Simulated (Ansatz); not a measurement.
CuI:
```
CuI
1.0
    0.00000     3.03948     3.03948
    3.03948     0.00000     3.03948
    3.03948     3.03948     0.00000
Cu I
1 1
Cartesian
  4.55921   4.55921   4.55921
  0.00000   0.00000   0.00000
```

PBE (plane waves, PAW; program Ansatz) gives a gap of 1.10 eV without spin–orbit coupling, maximum at Γ, minimum at Γ.

Q: What happens when spin–orbit coupling is switched on?

A: The gap drops by 0.15 eV, to 0.95 eV; maximum on the Γ–X line, 1 % of the way from Γ, minimum at Γ.

Q: How large is the spin–orbit splitting of the valence top at Γ?

A: The fourfold level lies 0.42 eV above the split-off pair.

Space group F-43m (zinc blende). Symmetry was held in the PBE relaxation; phonons on a q-mesh show no instability. The run is not spin-polarised.

Potentials: the later of the program's two PAW sets.
